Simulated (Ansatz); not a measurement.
Mg (diamond, Fd-3m) at seven volumes, the program Ansatz at the PBE level (PAW), scaled uniformly. One row is withheld.

```csv
V (Å³/atom),P (GPa)
36.627,1.25
37.835,0.77
39.042,0.35
40.250,0.00
41.457,?
42.664,-0.53
43.872,-0.73
```

Problem. Fit the shown pressures and predict the withheld one.

Solution. P = (3/2)B₀(x^(7/2) − x^(5/2))[1 + (3/4)(B′ − 4)(x − 1)] with x = (V₀/V)^(2/3). Least squares on the six rows gives V₀ = 40.267 Å³/atom, B₀ = 10.5 GPa, B′ = 4.85. At V = 41.457, x = 0.9808 and P = -0.28 GPa. The run itself gave -0.29 GPa.

The start of the workflow was typed in or built on a structure type; neither database checked (COD, Materials Project) lists it. It is not the phase usual at ambient conditions (space group No. 194). Symmetry was held in the PBE relaxation; whether a distortion lowers the energy is not shown.

Potentials: the earlier of the program's two PAW sets.
